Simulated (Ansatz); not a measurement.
Consider the following.

MgPd5:
Space group R32, hexagonal axes (No. 155); a = 4.8001 Å, b = 4.8001 Å, c = 13.6406 Å, α = 90.00°, β = 90.00°, γ = 120.00°

| atom | site | symmetry | x | y | z |
|---|---|---|---|---|---|
| Mg | 3a | 32 | 0.0000 | 0.0000 | 0.0000 |
| Pd | 9e | .2 | 0.6679 | 0.6679 | 0.5000 |
| Pd | 6c | 3. | 0.0000 | 0.0000 | 0.3320 |
(The calculation used a cell of 6 atoms; values per cell refer to that cell.)

This is the r²SCAN-relaxed structure.

Q: All from r²SCAN in the plane-wave PAW code Ansatz, unless another level is named. Estimate the formation energy from the elements (no fitted shifts).

A: -0.32 eV/atom.

Q: And the density of states at the Fermi level?

A: 1.2 states/eV per atom (mean over ±0.08 eV).

The first step of the workflow began from a Materials Project structure, measured or hypothetical; the Crystallography Open Database copy checked does not list it. With Mg and Pd taken as one species the cell has the higher symmetry P6_3/mmc, so it may be an ordered model of a mixed-site phase. Its standing as an ambient phase is unchecked. Symmetry was held in the r²SCAN relaxation; whether a distortion lowers the energy is not shown. The run is not spin-polarised. Axis ratios of metals converge slowly with the k-mesh, so a and c are less sure than the volume. The references are the lowest solids computed at this level, not always the standard phases. Scalar-relativistic: spin–orbit coupling is off unless named, which matters more the heavier the elements.

Potentials: the later of the program's two PAW sets.
